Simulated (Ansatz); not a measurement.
This guess for Be2BH3 is about to be relaxed.

```cif
data_structure
_symmetry_space_group_name_H-M 'F222'
_symmetry_Int_Tables_number 22
_cell_length_a 4.5709
_cell_length_b 5.5161
_cell_length_c 7.3658
_cell_angle_alpha 90.000
_cell_angle_beta 90.000
_cell_angle_gamma 90.000
_cell_volume 185.72
loop_
_atom_site_label
_atom_site_type_symbol
_atom_site_symmetry_multiplicity
_atom_site_Wyckoff_symbol
_atom_site_fract_x
_atom_site_fract_y
_atom_site_fract_z
_atom_site_occupancy
Be1 Be 8 g 0.50000 0.00000 0.31000 1
B1 B 4 a 0.00000 0.00000 0.00000 1
H1 H 8 h 0.75000 0.75000 0.41607 1
H2 H 4 c 0.75000 0.75000 0.25000 1
```

All numbers below come from Ansatz, DFT PBE, scalar-relativistic, plane waves, PAW. Cutoff 420 eV, Gaussian smearing, Γ-centred meshes. Cell and atoms relax first on a coarse mesh and then on a finer one. In between, the cell is made exact in the group found at 0.06 Å. In metals the finer mesh still leaves noise of several meV/atom or more. The steps can't lower the symmetry of their start. No spin polarisation.

A guess keeps its type if space group and coordination stay and the shape of the cell changes little (axis ratios within about 15 %, angles within 6°); the volume may change.

Task: Does this structure survive the relaxation?

Result: It doesn't keep its type. The symmetry goes from F222 (No. 22) to I-4m2 (No. 119). The volume per atom shrinks by 15.7 %, from 7.7 to 6.5 Å³. The shortest distance goes from 1.22 Å (H–H) to 1.46 Å (B–H). Counting neighbours within 15 % of an atom's shortest distance, the start has B 2, Be 1, H 1/2 and the end B 4, Be 2, H 2/4. In detail, at the end around Be lie 2 H at 1.54 Å and 1 B at 1.90 Å; B is surrounded by 4 H at 1.46 Å and 2 Be at 1.90 Å; around H on a site of symmetry 2mm lie 2 B at 1.46 Å; 1 more site not described.

Space group I-4m2 (No. 119). a = 2.753 Å, b = 2.753 Å, c = 10.322 Å, α = 90.00°, β = 90.00°, γ = 90.00°
| atom | site | symmetry | x | y | z |
| --- | --- | --- | --- | --- | --- |
| Be | 4e | 2mm. | 0.5000 | 0.5000 | 0.3158 |
| B | 2a | -4m2 | 0.0000 | 0.0000 | 0.0000 |
| H | 4f | 2mm. | 0.5000 | 0.0000 | 0.4530 |
| H | 2d | -4m2 | 0.5000 | 0.0000 | 0.2500 |

The zero of energy is the elements' standard structures at the same level (H₂ as a molecule); no fitted shifts are applied.

Task: At what energy does it end?

Result: +0.47 eV/atom. The separate elements lie lower, so it is unstable against them.

The last run used a 20×20×20 mesh for its 6-atom cell and Gaussian smearing of 0.10 eV. With hydrogen, zero-point motion can shift formation energies by some tens of meV/atom. A structure relaxed within its symmetry needn't be a true minimum.

In counts of neighbours, a slash parts the counts of unlike sites.
